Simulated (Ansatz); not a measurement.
Li (9R): energy against volume

Computed with DFT, r2SCAN, plane waves (500 eV) with PAW, scalar-relativistic (Ansatz 0.2.0). (PAW data from PBE, frozen cores regenerated.)

The cell is scaled uniformly from the relaxed one, with fractional coordinates and shape fixed. Energies are extrapolated to zero smearing, pressures are those at the given smearing. Magnetic state: spin not included.

A Birch-Murnaghan fit gives V₀ = 20.99 Å³/atom, B₀ = 13.0 GPa, B₀′ = 3.3.

Problem. What are the energy above the minimum and the pressure at 21.833 Å³/atom?

Solution. 1.3 meV/atom and -0.46 GPa as computed.

Problem. What are the energy above the minimum and the pressure at 22.673 Å³/atom?

Solution. 4.9 meV/atom and -0.87 GPa as computed.

Problem. What are the energy above the minimum and the pressure at 23.512 Å³/atom?

Solution. 10.4 meV/atom and -1.21 GPa as computed.
